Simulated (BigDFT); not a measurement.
BigDFT run on W(O)2(Cl)(OH) (ClHO3W): self-consistent single point.

All values come from this method and carry its errors: BigDFT with LDA (Teter-Pade), Daubechies wavelet basis, HGH (Krack) norm-conserving potentials made for LDA, isolated boundary conditions.

SMILES: [O]=[W](=[O])([OH])[Cl]
```xyz
6

W      0.3507    -0.2649    -0.0517
O      1.5486     0.2347    -1.1224
O      1.0021    -0.8905     1.3671
Cl    -0.6388    -1.9511    -1.0407
O     -0.8962     1.0394     0.2783
H     -1.3664     1.8324     0.5694
```
Charge 0, spin multiplicity 1.

Reference input (self-consistent single point, DFT, LDA (Teter-Pade), Daubechies wavelet basis, HGH (Krack) norm-conserving potentials made for LDA, isolated boundary conditions): basis = Daubechies wavelets; dft.hgrids = 0.33 bohr; dft.rmult = 6 9; dft.ixc = 1; potentials = built-in HGH-K LDA; boundary_conditions = free; dft.gnrm_cv = 1e-04; dft.itermax = 80; dft.idsx = 6; dft.nrepmax = 3; dft.norbv = 8; dft.nvirt = 4. This run's input differs from it in these lines:

```diff
@@ -3,3 +3,3 @@
   hgrids: 0.33
-  rmult: [6, 9]
+  rmult: [4, 9]
   ixc: 1
```

Output, abridged:

```
  #------------------------------------------------------------------- Self-Consistent Cycle
 Ground State Optimization:
 - Hamiltonian Optimization: &itrp001
   - Subspace Optimization: &itrep001-01
       Wavefunctions Iterations:
 iter:  1, EKS: -7.05953199427686542E+01, gnrm:  3.25E-01, D: -4.01E-01,
 iter:  2, EKS: -7.12741385480631493E+01, gnrm:  1.35E-01, D: -6.79E-01,
 iter:  3, EKS: -7.13719248205132004E+01, gnrm:  5.31E-02, D: -9.78E-02,
 iter:  4, EKS: -7.14033944339978603E+01, gnrm:  3.19E-02, D: -3.15E-02,
 iter:  5, EKS: -7.14141796751534628E+01, gnrm:  1.96E-02, D: -1.08E-02,
   [... lines left out ...]
 iter:  14, EKS: -7.14238248924033172E+01, gnrm:  5.19E-04, D: -1.06E-05,
 iter:  15, EKS: -7.14238315570338642E+01, gnrm:  3.90E-04, D: -6.66E-06,
 iter:  16, EKS: -7.14238352939057961E+01, gnrm:  2.69E-04, D: -3.74E-06,
 iter:  17, EKS: -7.14238368150585075E+01, gnrm:  1.82E-04, D: -1.52E-06,
 iter:  18, EKS: -7.14238376371447856E+01, gnrm:  1.29E-04, D: -8.22E-07,
 iter:  19, EKS: -7.14238378867300128E+01, gnrm:  1.03E-04, D: -2.50E-07,
 iter:  20, EKS: -7.14238381722122710E+01, gnrm:  7.80E-05, D: -2.85E-07,
       -  &FINAL001  { #---------------------------------------------------------- iter: 21
 iter:  21, EKS: -7.14238382888837009E+01, gnrm:  7.80E-05, D: -1.17E-07,  #FINAL
        #Eigenvalues and New Occupation Numbers
       Orbitals: [
   [... 13 lines left out ...]
 Last Iteration                        : *FINAL001
  #---------------------------------------------------------------------- Forces Calculation
 Total electronic charge               :  31.999999604320
 Electric Dipole Moment (AU):
   P vector                            :  [ -1.294708E+00,  6.479134E-01,  2.994316E-02 ]
   norm(P)                             :  1.44808724E+00
 Electric Dipole Moment (Debye):
   P vector                            :  [ -3.290819E+00,  1.646832E+00,  7.610791E-02 ]
   norm(P)                             :  3.68067029E+00
  #---------------------------------- Iterative subspace diagonalization of virtual orbitals
   [... lines left out ...]
 - HOMO LUMO gap (AU, eV)              :  [  1.59993212702942E-01,  4.35363691624630E+00 ]
  #-------------------------------- Warnings obtained during the run, check their relevance!
 WARNINGS:
 BigDFT infocode                       :  0
   [... lines left out ...]
 -  {O: [ 1.797906521800E-02, -6.739766792201E-03,  2.038532896618E-02]} # 0003
 -  {Cl: [-3.479894095282E-03, -4.124344159271E-03, -1.989754076313E-03]} # 0004
 -  {O: [-1.289477691494E-02,  1.081197929482E-02,  1.607123094783E-03]} # 0005
 -  {H: [ 4.664426857169E-03, -2.086133482634E-03,  2.822310286269E-05]} # 0006
 Energy (Hartree)                      : -7.14238382888837009E+01
 Force Norm (Hartree/Bohr)             :  5.53760334856897504E-02
```

The run converged in 21 iterations. Against the reference run the free energy goes up by 109 meV/atom, the largest force moves little (1.725 to 1.722 eV/Å) and the HOMO-LUMO gap goes from 4.323 to 4.354 eV.

Spin-orbit coupling is left out, which matters for bands and gaps with elements this heavy. The grid can part forces that symmetry would make equal. Forces above 1 eV/Å remain at this geometry. This run is one point of a test of settings, so its values need not be converged; read them against the reference run alone. The geometry comes from a cheaper method or was typed, in some cases with atoms then moved at random; it is not relaxed at this level, and the species need not be a known compound. A coarse multiplier of 5 or less cuts the tails of heavy atoms' orbitals, which raises levels.

These are the values that this program gave, and no reference: the built-in potentials of some of these elements keep semicore shells in the core, which can shift energies, forces and lattice constants.

Cost on one core: very roughly 60 core-seconds.
